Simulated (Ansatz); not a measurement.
Method: r2SCAN, no spin polarisation; PAW, plane waves to 500 eV, 7×7×3 Γ-centred mesh, fermi-dirac occupations (width 0.1 eV) (Ansatz 0.2.0), atoms fixed.

Computed maps in the lattice plane spanned by a (left to right, 3.85 Å, 12 points from zero) and b (bottom to top, 3.85 Å, 12 points from zero), 90° apart, at height 0.854 along c. The fields are smooth PAW ones with compensation charges, not the true ones near nuclei.

Valence density. Digits on a logarithmic scale: 0 up to 0.03 e/Å³, each further digit a factor of 1.6, 9 from 1.3 e/Å³ up:
```
334689998643
443568986534
665456665456
986545554568
998655555689
999655555699
998655555689
986545554568
665456665456
443568986534
334689998643
334699999643
```

ELF. Ten even steps from '0' (0.03) to '9' (0.85):
```
000699799600
100279997200
762014541026
997101110179
799411111499
279511211597
799411111499
997101110179
762014541026
100279997200
000699799600
001797279710
```

Q: The cell is LuBi2ClO4. Which atoms lie within 0.2 Å of this plane, and where (fractions of a and b)?

A: O at (0.50, 0.00), O at (0.00, 0.50). The whole cell:
```
Lu Bi O Cl
1.0
     3.84558    0.00000    0.00000
     0.00000    3.84558    0.00000
     0.00000    0.00000    9.13135
Lu Bi O Cl
1 2 4 1
Direct
  0.00000 0.00000 0.00000
  0.50000 0.50000 0.72930
  0.50000 0.50000 0.27070
  0.50000 0.00000 0.85400
  0.00000 0.50000 0.85400
  0.50000 0.00000 0.14600
  0.00000 0.50000 0.14600
  0.00000 0.00000 0.50000
```

Origin: a known structure type with other elements, at an estimated volume, so it need not be a known compound.
